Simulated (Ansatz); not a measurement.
Computed with DFT PBE, scalar-relativistic, plane waves, PAW in Ansatz. All cells share a 420 eV cutoff and Γ-centred k meshes spaced at most about 0.3 Å⁻¹ (about 0.25 or finer for metals, 2π included). No spin polarisation in the final relaxations.

Temperature and zero-point effects are left out.

Compare these two cells of AsO, each relaxed at this level.

A.

```cif
data_structure
_symmetry_space_group_name_H-M 'F-43m'
_symmetry_Int_Tables_number 216
_cell_length_a 5.0945
_cell_length_b 5.0945
_cell_length_c 5.0945
_cell_angle_alpha 90.000
_cell_angle_beta 90.000
_cell_angle_gamma 90.000
_cell_volume 132.22
loop_
_atom_site_label
_atom_site_type_symbol
_atom_site_symmetry_multiplicity
_atom_site_Wyckoff_symbol
_atom_site_fract_x
_atom_site_fract_y
_atom_site_fract_z
_atom_site_occupancy
As1 As 4 a 0.00000 0.00000 0.00000 1
O1 O 4 c 0.25000 0.25000 0.25000 1
```

B.

```cif
data_structure
_symmetry_space_group_name_H-M 'Pm-3m'
_symmetry_Int_Tables_number 221
_cell_length_a 2.9009
_cell_length_b 2.9009
_cell_length_c 2.9009
_cell_angle_alpha 90.000
_cell_angle_beta 90.000
_cell_angle_gamma 90.000
_cell_volume 24.41
loop_
_atom_site_label
_atom_site_type_symbol
_atom_site_symmetry_multiplicity
_atom_site_Wyckoff_symbol
_atom_site_fract_x
_atom_site_fract_y
_atom_site_fract_z
_atom_site_occupancy
As1 As 1 a 0.00000 0.00000 0.00000 1
O1 O 1 b 0.50000 0.50000 0.50000 1
```

**Question.** Which is lower in energy, and by how much?

**Answer.** A is lower, by 231 meV/atom. A has the zinc blende type, space group F-43m (No. 216), 16.5 Å³/atom and no gap on its mesh; B has the caesium chloride type, space group Pm-3m (No. 221), 12.2 Å³/atom and no gap. Counting O atoms around As (those within 1.25 times the shortest such distance or 1.15 times the sum of covalent radii, 1.27 where that leaves under three; the shortest distance is added where it exceeds 1.18 times the sum of covalent radii), A has As 4 from 2.2 Å and B has As 8 from 2.5 Å. The lower one is the more open, so pressure narrows the difference. Even the lower one lies +0.04 eV/atom against the reference forms of the elements (uncorrected), a margin that errors in the energy of the gaseous reference can exceed. Both come from invented guesses. A third cell relaxed alike, in P4/mmm, lies 0.37 eV/atom below the lower of the two.

In F-43m, Pm-3m an odd number of electrons in the primitive cell allows no gap without spin; a larger cell or a magnetic state could open one. A magnetic state wasn't ruled out in cells without spin, among them F-43m, Pm-3m. Cells relaxed within their symmetry can be saddle points.
